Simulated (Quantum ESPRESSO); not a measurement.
Band energies of Rb$_{2}$TlGaF$_{6}$

```
Rb2TlGaF6
1.0
    0.00000     4.59532     4.59532
    4.59532     0.00000     4.59532
    4.59532     4.59532     0.00000
F Ga Rb Tl
6 1 2 1
Direct
  0.78972   0.21028   0.21028
  0.21028   0.78972   0.78972
  0.21028   0.78972   0.21028
  0.78972   0.21028   0.78972
  0.21028   0.21028   0.78972
  0.78972   0.78972   0.21028
  0.00000   0.00000   0.00000
  0.75000   0.75000   0.75000
  0.25000   0.25000   0.25000
  0.50000   0.50000   0.50000
```

LDA (pw.x of Quantum ESPRESSO, ONCV potentials, no spin-orbit coupling); path ΓXWKΓLUWLK,UX; energies in eV from the valence-band maximum.

| k (1/Å) | point | band 39 | band 40 | band 41 | band 42 | band 43 | band 44 | band 45 | band 46 |
|---|---|---|---|---|---|---|---|---|---|
| 0.00 | Γ | -1.87 | -1.79 | -1.40 | -1.40 | -1.40 | 5.45 | 5.45 | 5.45 |
| 0.23 |  | -1.87 | -1.45 | -1.45 | -1.41 | -1.09 | 4.84 | 5.57 | 5.57 |
| 0.68 | X | -1.87 | -1.54 | -1.54 | -1.41 | 0.00 | 5.15 | 5.91 | 5.91 |
| 0.68 | W | -1.91 | -1.54 | -1.48 | -1.48 | -0.05 | 5.37 | 5.48 | 5.48 |
| 0.93 | K | -1.89 | -1.53 | -1.52 | -1.45 | -0.07 | 5.16 | 5.31 | 6.00 |
| 1.29 |  | -1.85 | -1.47 | -1.47 | -1.44 | -0.71 | 4.59 | 5.61 | 5.85 |
| 1.65 | Γ | -1.87 | -1.79 | -1.40 | -1.40 | -1.40 | 5.45 | 5.45 | 5.45 |
| 2.05 |  | -1.86 | -1.47 | -1.47 | -1.45 | -0.70 | 4.41 | 5.85 | 5.85 |
| 2.24 | L | -1.84 | -1.49 | -1.49 | -1.47 | -0.48 | 4.28 | 5.99 | 5.99 |
| 2.45 |  | -1.87 | -1.52 | -1.49 | -1.47 | -0.29 | 4.55 | 5.72 | 6.01 |
| 2.66 | U | -1.89 | -1.53 | -1.52 | -1.45 | -0.07 | 5.16 | 5.31 | 6.00 |
| 2.66 | W | -1.91 | -1.54 | -1.48 | -1.48 | -0.05 | 5.37 | 5.48 | 5.48 |
| 2.90 |  | -1.88 | -1.52 | -1.49 | -1.48 | -0.25 | 4.63 | 5.69 | 5.96 |
| 3.14 | L | -1.84 | -1.49 | -1.49 | -1.47 | -0.48 | 4.28 | 5.99 | 5.99 |
| 3.42 |  | -1.88 | -1.52 | -1.50 | -1.47 | -0.20 | 4.74 | 5.58 | 6.01 |
| 3.56 | K | -1.89 | -1.53 | -1.52 | -1.45 | -0.07 | 5.16 | 5.31 | 6.00 |
| 3.56 | U | -1.89 | -1.53 | -1.52 | -1.45 | -0.07 | 5.16 | 5.31 | 6.00 |
| 3.81 | X | -1.87 | -1.54 | -1.54 | -1.41 | 0.00 | 5.15 | 5.91 | 5.91 |

The LDA gap is indirect, 4.28 eV, from X to L; the smallest direct gap is 4.76 eV.

Spin-orbit coupling is left out; with 6p states at a band edge it can lower the gap by many tenths of an eV, most of a small gap.

Geometry of the Materials Project entry, not relaxed at this level.

The structure is a Materials Project entry; no match was found in the copy of COD used, and its stability was not checked.
